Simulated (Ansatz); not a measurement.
# Polymorphs and borrowed structures of KLaSe₂

KLaSe₂ was placed in 3 structures, borrowed from other compounds or built from prototypes, and relaxed with PBEsol and then r2SCAN+rVV10 in the plane-wave code Ansatz, symmetry kept. Energies are static, from a final single point; gaps are the least over its mesh and special points. Computed values alone, no measurements; non-magnetic cells, some hypothetical.

| start | ends in | volume (Å³/atom) | energy, r2SCAN+rVV10 (meV/atom) | gap, r2SCAN+rVV10 (eV) | shaken (PBEsol) |
| --- | --- | --- | --- | --- | --- |
| ordering on rocksalt (c) | P4/nmm | 31.70 | 134 | 0.50 | returns (8 atoms) |
| ordering on rocksalt (b) | I4_1/amd | 30.87 | 27 | 2.28 | returns (8 atoms) |
| ordering on rocksalt | Pmmn | 31.65 | 0 | 2.48 | returns (8 atoms) |

Energies count from the lowest cell; the last column tells what a randomly displaced small cell does when relaxed without symmetry, which tests only the distortions that fit it.

Of the symmetric cells the lowest is the one started from ordering on rocksalt, which ends in Pmmn (No. 59), 27 meV an atom below the next (ordering on rocksalt (b)). Other structures, not tried here, could lie lower.

The cells in order of energy (the first three):
- ordering on rocksalt: Pmmn, 31.65 Å³ an atom. Around K lie 6 Se at 3.15–3.45 Å; around Se lie 2 La at 2.93 Å and 4 K at 3.15–3.35 Å; around La lie 6 Se at 2.93–3.12 Å; around Se lie 4 La at 3.07–3.12 Å and 2 K at 3.45 Å.
- ordering on rocksalt (b): I4_1/amd, 30.87 Å³ an atom. K is surrounded by 6 Se at 3.11–3.44 Å; Se is surrounded by 3 La at 2.97–3.11 Å and 3 K at 3.11–3.44 Å; La is surrounded by 6 Se at 2.97–3.11 Å.
- ordering on rocksalt (c): P4/nmm, 31.70 Å³ an atom. K has 6 Se at 3.19–3.66 Å; Se has 1 La at 2.71 Å and 5 K at 3.19–3.37 Å; Se has 5 La at 3.15–3.19 Å and 1 K at 3.66 Å; La has 6 Se at 2.71–3.19 Å.

The lowest symmetric cell:
```yaml
crystal:
  lattice:
    - [4.39110, 0.00000, 0.00000]
    - [0.00000, 6.22275, 0.00000]
    - [0.00000, 0.00000, 9.26530]
  atoms:
    - { symbol: K, position: [0.00000, 0.00000, 0.88919] }
    - { symbol: Se, position: [0.00000, 0.50000, 0.83841] }
    - { symbol: K, position: [0.50000, 0.50000, 0.11081] }
    - { symbol: Se, position: [0.50000, 0.00000, 0.16159] }
    - { symbol: La, position: [0.00000, 0.00000, 0.37071] }
    - { symbol: Se, position: [0.00000, 0.50000, 0.39744] }
    - { symbol: La, position: [0.50000, 0.50000, 0.62929] }
    - { symbol: Se, position: [0.50000, 0.00000, 0.60256] }
```

Spin-orbit coupling is left out.
